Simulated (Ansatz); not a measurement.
Relaxation of a relaxed Hf cell displaced along its unstable phonon at q = (½, ½, 0) of its primitive reciprocal cell (81i cm⁻¹), largest move 0.15 Å; 2 atoms in the cell, which starts as P4/nmm, origin choice 1 (No. 129), tP2; a = 4.052 Å, b = 4.052 Å, c = 2.865 Å, α = 90.00°, β = 90.00°, γ = 90.00°. Method: PBEsol (plane waves to 420 eV, PAW, scalar-relativistic; Ansatz, a first-principles code). Γ-centred k-mesh 11×11×11 on the run's cell (coarser than for final values), Fermi–Dirac smearing 0.05 eV. This is the first round of the run. 

The optimiser's lines from the output (shortened; P is positive under compression):

```
relax step   1: F+E_penalty+E_count = -31195.54307984 eV  Δ(F+E_penalty+E_count) = +0.000e0 eV  max|allowed force component| = 6.611e-1 eV/Å  Δτ_max = 0.0000 Å  P = -0.595 GPa  Ω = 47.026 Å³  (8 SCF iters, dr2 threshold 1.00e-7 eV, accepted)
relax step   2: F+E_penalty+E_count = -31196.01214613 eV  Δ(F+E_penalty+E_count) = -4.691e-1 eV  max|allowed force component| = 1.693e0 eV/Å  Δτ_max = 0.1954 Å  P = -1.066 GPa  Ω = 46.213 Å³  (7 SCF iters, dr2 threshold 2.00e-7 eV, accepted)
relax step   3: F+E_penalty+E_count = -31196.79214883 eV  Δ(F+E_penalty+E_count) = -7.800e-1 eV  max|allowed force component| = 1.715e0 eV/Å  Δτ_max = 0.1957 Å  P = -3.505 GPa  Ω = 45.517 Å³  (8 SCF iters, dr2 threshold 2.00e-7 eV, accepted)
relax step   4: F+E_penalty+E_count = -31197.23214245 eV  Δ(F+E_penalty+E_count) = -4.400e-1 eV  max|allowed force component| = 2.419e-1 eV/Å  Δτ_max = 0.1954 Å  P = -2.372 GPa  Ω = 43.979 Å³  (7 SCF iters, dr2 threshold 2.00e-7 eV, accepted)
relax step   5: F+E_penalty+E_count = -31197.31589555 eV  Δ(F+E_penalty+E_count) = -8.375e-2 eV  max|allowed force component| = 9.557e-2 eV/Å  Δτ_max = 0.0134 Å  P = +1.380 GPa  Ω = 42.217 Å³  (7 SCF iters, dr2 threshold 2.00e-7 eV, accepted)
relax step   6: F+E_penalty+E_count = -31197.35482579 eV  Δ(F+E_penalty+E_count) = -3.893e-2 eV  max|allowed force component| = 9.578e-2 eV/Å  Δτ_max = 0.0146 Å  P = +0.999 GPa  Ω = 42.261 Å³  (6 SCF iters, dr2 threshold 2.00e-7 eV, accepted)
relax step   7: F+E_penalty+E_count = -31197.35710474 eV  Δ(F+E_penalty+E_count) = -2.279e-3 eV  max|allowed force component| = 3.204e-3 eV/Å  Δτ_max = 0.0073 Å  P = -0.194 GPa  Ω = 42.717 Å³  (5 SCF iters, dr2 threshold 2.00e-7 eV, accepted)
relax step   8: F+E_penalty+E_count = -31197.35721207 eV  Δ(F+E_penalty+E_count) = -1.073e-4 eV  max|allowed force component| = 3.122e-3 eV/Å  Δτ_max = 0.0005 Å  P = +0.015 GPa  Ω = 42.635 Å³  (4 SCF iters, dr2 threshold 2.00e-7 eV, accepted)
relax step   9: F+E_penalty+E_count = -31197.35721169 eV  Δ(F+E_penalty+E_count) = +3.829e-7 eV  max|allowed force component| = 1.222e-4 eV/Å  Δτ_max = 0.0002 Å  P = -0.002 GPa  Ω = 42.642 Å³  (5 SCF iters, dr2 threshold 1.08e-9 eV, accepted)
relax step  10: F+E_penalty+E_count = -31197.35675830 eV  Δ(F+E_penalty+E_count) = +4.534e-4 eV  max|allowed force component| = 1.203e-4 eV/Å  Δτ_max = 0.0000 Å  P = -0.008 GPa  Ω = 42.642 Å³  stress off target by 2.63e-2 GPa  SCF on the basis re-selected at this cell (its energy is not comparable with the rows above)  (7 SCF iters)
relax step  11: F+E_penalty+E_count = -31197.35676192 eV  Δ(F+E_penalty+E_count) = -3.616e-6 eV  max|allowed force component| = 2.569e-6 eV/Å  Δτ_max = 0.0000 Å  P = +0.003 GPa  Ω = 42.637 Å³  (4 SCF iters, dr2 threshold 1.73e-9 eV, accepted)
relax step  12: F+E_penalty+E_count = -31197.35676202 eV  Δ(F+E_penalty+E_count) = -9.669e-8 eV  max|allowed force component| = 2.581e-6 eV/Å  Δτ_max = 0.0000 Å  P = +0.003 GPa  Ω = 42.637 Å³  stress off target by 3.66e-3 GPa  SCF on the basis re-selected at this cell (its energy is not comparable with the rows above)  (5 SCF iters)
```

From the first to the last row the energy changes by -0.91 eV/atom and the volume by -9.3 %. The last row is marked as not comparable with the walk above it, whose basis was carried along; it does compare with step 1, since both stand on a basis selected at the nominal cutoff for their own cell.

Later rounds, restarted from the end of this one on a renewed k-mesh, logged 9 more steps and released under 0.01 eV/atom more. The final structure after all rounds: I4/mmm (No. 139), tI2, AFLOW prototype A_tI2_139_a (A_a); a = 3.693 Å, b = 3.693 Å, c = 3.129 Å, α = 90.00°, β = 90.00°, γ = 90.00°. Between re-selections the logged energies stand on a plane-wave basis carried along with the cell. No spin polarisation in the result.

The run could not lose the symmetry of its start, so the end can be a saddle point.

The relaxed structure here is a generated cell of Hf: the first start was made by placing the elements on the sites of a structure type, and the end was not matched to a known phase here, so it may be hypothetical. Known forms of Hf include space group No. 194.
